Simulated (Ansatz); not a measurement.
A relaxed cell of Ag₃BrO is given with its symmetry left out. The cell was found from a structure generator's guess, not taken from experiment.

Method: DFT PBE, scalar-relativistic, plane waves, PAW (Ansatz). Cutoff 420 eV, Γ-centred mesh, Gaussian smearing, no spin polarisation.

```
Ag Br O
1.0
     6.15070    0.00000    0.00000
    -3.07535    5.32666    0.00000
     0.00000    0.00000    5.65099
Ag Br O
6 2 2
Direct
  0.82374 0.64747 0.75000
  0.35253 0.17626 0.75000
  0.82374 0.17626 0.75000
  0.17626 0.35253 0.25000
  0.64747 0.82374 0.25000
  0.17626 0.82374 0.25000
  0.33333 0.66667 0.75000
  0.66667 0.33333 0.25000
  0.00000 0.00000 0.00000
  0.00000 0.00000 0.50000
```

Formation energies are uncorrected and refer to the elements' standard structures at the same level (O₂ as a molecule). The references include crystalline Br.

Q: What space group does it have?

A: P6_3/mmc (No. 194). Conventional cell: a = 6.151 Å, c = 5.651 Å. Around Ag lie 2 O at 2.35 Å, 2 Ag at 2.90 Å, 2 Br at 3.08 Å, 6 Ag at 3.25–3.39 Å and 2 Br at 3.28 Å; Br is surrounded by 6 Ag at 3.08 Å and 6 Ag at 3.28 Å; around O lie 6 Ag at 2.35 Å and 2 O at 2.83 Å.

Q: How far does it lie from the elements in energy?

A: +0.05 eV/atom. A positive value: parting into the elements would lower its energy.

Q: Is it a metal?

A: Yes, bands cross the Fermi level on the 6×6×8 mesh.

Q: From what recipe could a structure generator have reached it?

A: One such recipe: antiperovskite family, AX3 layers stacked AB, next cell at A (P6_3/mmc, No. 194). Other recipes can lead to the same cell.

The last run used a 6×6×8 mesh (in the run's order of axes) for its 10-atom cell and Gaussian smearing of 0.10 eV. The zero gap may come from the functional, which often closes small gaps. The reference form of Br is held partly by dispersion forces, which this level lacks. Symmetry constrained the relaxation, so the result can be a saddle point.
